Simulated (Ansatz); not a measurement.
KBr:
```cif
data_Br4K4
_chemical_formula_sum 'K4 Br4'
_space_group_name_H-M_alt 'Fm-3m'
_space_group_IT_number 225
_space_group_name_Hall '-F 4 2 3'
_cell_length_a 6.60875
_cell_length_b 6.60875
_cell_length_c 6.60875
_cell_angle_alpha 90.000
_cell_angle_beta 90.000
_cell_angle_gamma 90.000
loop_
_atom_site_label
_atom_site_type_symbol
_atom_site_symmetry_multiplicity
_atom_site_Wyckoff_symbol
_atom_site_fract_x
_atom_site_fract_y
_atom_site_fract_z
_atom_site_occupancy
K1 K 4 a 0.00000 0.00000 0.00000 1
Br1 Br 4 b 0.50000 0.50000 0.50000 1
```
(The calculation used a cell of 2 atoms; values per cell refer to that cell.)

Relaxed with r²SCAN. 

Q: HSE06 on this cell (Ansatz, a first-principles code, PAW) gives a gap of 5.59 eV. What does r²SCAN give?

A: 5.07 eV.

Cost on shared cores: the r²SCAN run (SCF on a 7×7×7 mesh, then bands and DOS) roughly 11 core-seconds, the HSE06 run (SCF on 5×5×5, then a few points) very roughly 50 core-seconds; the tasks are unlike.

The cell was relaxed with r²SCAN under the symmetry of its start; phonons on a q-mesh show no instability. Scalar-relativistic: spin–orbit coupling is off unless named, which matters more the heavier the elements.

Potentials: the later of the program's two PAW sets.

Ansatz is a plane-wave DFT program.
